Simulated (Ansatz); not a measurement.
**Perovskite alloy of BaZrO3 and BaHfO3 (6 of 8 Zr sites exchanged), 40 atoms**

Ansatz, PAW, plane waves. PBEsol relaxation of volume and atoms (shape held) at the single k point (¼, ¼, ¼) without its symmetry partners; single points on the relaxed atoms at the Γ point alone, onto which points of the small cell's zone fold. Arrangement: quasirandom. No spin–orbit coupling unless named.

Relaxed structure:

```
CELL_PARAMETERS angstrom
8.32388 0.00000 0.00000
0.00000 8.32388 0.00000
0.00000 0.00000 8.32388
ATOMIC_POSITIONS crystal
Ba 0.00007 0.00059 0.00023
Ba 0.99994 0.00053 0.50004
Ba 0.00002 0.50007 0.00049
Ba 0.00002 0.50016 0.50042
Ba 0.50056 0.00058 0.00030
Ba 0.50084 0.00087 0.50034
Ba 0.50035 0.50038 0.00054
Ba 0.50045 0.50014 0.50066
Hf 0.25027 0.25044 0.25036
Hf 0.25023 0.25050 0.75034
Hf 0.75025 0.25045 0.25035
Hf 0.75026 0.25045 0.75033
Hf 0.75025 0.75047 0.25036
Hf 0.75027 0.75043 0.75032
Zr 0.25026 0.75044 0.25035
Zr 0.25026 0.75045 0.75036
O 0.25650 0.25445 0.00036
O 0.24404 0.24633 0.50031
O 0.24081 0.74612 0.00028
O 0.25968 0.75464 0.50038
O 0.74404 0.24788 0.00030
O 0.75650 0.25293 0.50037
O 0.75929 0.75293 0.00040
O 0.74121 0.74788 0.50030
O 0.00018 0.26166 0.24434
O 0.00019 0.23930 0.75640
O 0.99937 0.73904 0.25944
O 0.99934 0.76181 0.74141
O 0.50035 0.23913 0.25633
O 0.50034 0.26149 0.74425
O 0.50114 0.76176 0.24125
O 0.50117 0.73896 0.75926
O 0.23862 0.00124 0.24623
O 0.26170 0.00128 0.75446
O 0.26187 0.49957 0.25446
O 0.23882 0.49951 0.74618
O 0.76158 0.00053 0.25290
O 0.73899 0.00047 0.74789
O 0.73895 0.50029 0.24780
O 0.76155 0.50036 0.75280
```

Task: What are the mean bond lengths by pair (pairs within 1.2 times the sum of covalent radii, less contacts 15 % beyond the pair's median; cation–cation pairs of compounds aside; long ionic contacts are cut short by that bound)?

Result: Ba–O 2.944 ± 0.068 Å (standard deviation, 96 bonds); Hf–O 2.081 ± 0.003 Å (standard deviation, 36 bonds); O–Zr 2.088 ± 0.004 Å (standard deviation, 12 bonds).

Task: What gap lies between the top filled and the lowest empty level in the single points?

Result: HSE06 4.92 eV (2.1 min on 7 threads of Neoverse-V2).
